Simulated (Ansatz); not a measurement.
## A strain series on Si₃N₄ (P6_3/m): uniaxial along z, other directions held

Si₃N₄ (P6_3/m) from a database of computed structures, relaxed with r2SCAN in the PAW code Ansatz, then strained (uniaxial along z, other directions held; changes of length per length, axes as in the cell below) with the atoms relaxed again within the symmetry that is left. It is hexagonal, P6_3/m (No. 176); a = 7.606 Å, c = 2.906 Å in the conventional setting, 10.40 Å³ an atom. Si has 4 N at 1.73–1.74 Å; N has 3 Si at 1.73 Å; N has 3 Si at 1.73–1.74 Å. (Simulation; spin polarisation is off.)

```xyz
14
Lattice="7.6057 0.0000 0.0000 -3.8028 6.5867 0.0000 0.0000 0.0000 2.9056" Properties=species:S:1:pos:R:3 pbc="T T T"
Si   -1.3817    5.4312    2.1792
Si    2.2113    1.5190    0.7264
Si    4.0127    3.9122    0.7264
Si   -0.2098    2.6745    2.1792
Si    1.5916    5.0677    2.1792
Si    5.1846    1.1555    0.7264
N     0.0000    4.3911    2.1792
N     3.8028    2.1956    0.7264
N     4.8212    4.4110    2.1792
N    -1.4094    6.3808    0.7264
N     2.4278    4.6169    0.7264
N     1.3750    1.9698    2.1792
N    -1.0184    2.1757    0.7264
N     5.2123    0.2059    2.1792
```

Gaps are the least over each mesh (PBE 6×6×8, r2SCAN 6×6×8, HSE06 3×3×6 when unstrained) and the special points, which keep their unstrained names; stress is the change from the unstrained cell, compression positive.

```
strain (%)  gap, PBE (eV)  gap, r2SCAN (eV)  gap, HSE06 (eV)             edges, HSE06  stress along the strain, r2SCAN (GPa)  energy rise, r2SCAN (meV/atom)
      -3.0          4.557                 –                –                        –                                      –                               –
      -2.0          4.590             5.214            5.999  Γ–A (0.31) → Γ–A (0.91)                                 +12.05                             7.7
      -1.0          4.539             5.205            5.986           Γ–A (0.32) → Γ                                  +5.86                             1.9
       0.0          4.334             4.990            5.774           Γ–A (0.34) → Γ                                   0.00                             0.0
      +1.0          4.131             4.778            5.564           Γ–A (0.35) → Γ                                  -5.54                             1.8
      +2.0          3.932             4.570            5.357           Γ–A (0.35) → Γ                                 -10.78                             7.1
      +3.0          3.738             4.366            5.155           Γ–A (0.36) → Γ                                 -15.71                            15.7
```

Between zero and the nearest strains the slope of the HSE06 gap against strain is -0.212 eV per percent for negative and -0.210 for positive strain.

Where an edge lies off the special points, it is a point of the mesh or the k point where a search put PBE's edge or least direct gap, reused for the other functionals, whose own edges may lie a little apart.

The meshes of the hybrids are coarse, so their gaps aren't converged to the digits shown.
